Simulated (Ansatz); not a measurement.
Structure relaxation, ZnSnN$_{2}$

The relaxed structure here is a generated cell of ZnSnN2: the first start was made by a random draw of sites in a space group, and the end was not matched to a known phase here, so it may be hypothetical.

The start is a randomly generated symmetric cell of ZnSnN2 (space group No. 70). The structure is fully relaxed (lattice and positions, P = 0) with PBE (plane waves to 420 eV, PAW, scalar-relativistic; Ansatz, a first-principles code). The first steps use a coarse 6×6×6 k-mesh.

Initial structure:
```
ZnSnN2
1.0
    0.00000     4.05600     4.92435
    2.91575     0.00000     4.92435
    2.91575     4.05600     0.00000
N Sn Zn
4 2 2
Direct
  0.62500   0.12500   0.62500
  0.62500   0.62500   0.62500
  0.12500   0.62500   0.62500
  0.62500   0.62500   0.12500
  0.00000   0.00000   0.00000
  0.25000   0.25000   0.25000
  0.50000   0.50000   0.50000
  0.75000   0.75000   0.75000
```

### Question
How large is the pressure on the unrelaxed cell, and of which sign?

### Answer
+21 GPa (positive: the cell is compressed).

### Question
What symmetry does the relaxed structure have?

### Answer
The space group goes from Fddd (No. 70) to I4₁/amd (No. 141), with 8 atoms in the primitive cell.

### Question
How much energy is released per atom?

### Answer
0.41 eV/atom.

### Question
How does the volume per atom move from start to end?

### Answer
+5.0 %, from 14.56 to 15.29 Å³/atom.

### Question
What band gap does the relaxed structure have at this level?

### Answer
No gap (metallic).

### Question
Write out the relaxed structure.

### Answer

Space group I4₁/amd, origin choice 1 (No. 141); a = b = 4.3751 Å, c = 12.7823 Å, α = β = γ = 90.00°

```json
[
 {"atom": "N", "site": "8d", "symmetry": ".2/m.", "x": "0.2500", "y": "0.0000", "z": "0.3750"},
 {"atom": "Sn", "site": "4a", "symmetry": "-4m2", "x": "0.0000", "y": "0.0000", "z": "0.0000"},
 {"atom": "Zn", "site": "4b", "symmetry": "-4m2", "x": "0.0000", "y": "0.0000", "z": "0.5000"}
]
```
(The calculation used a cell of 8 atoms; values per cell refer to that cell.)

Final values are on a 15×15×15 k-mesh of the relaxed cell. No spin polarisation in the result.

The run could not lose the symmetry of its start: the end is stationary, and may be a saddle point rather than a minimum.

All atoms sit on sites fixed by symmetry, so only the cell could relax.
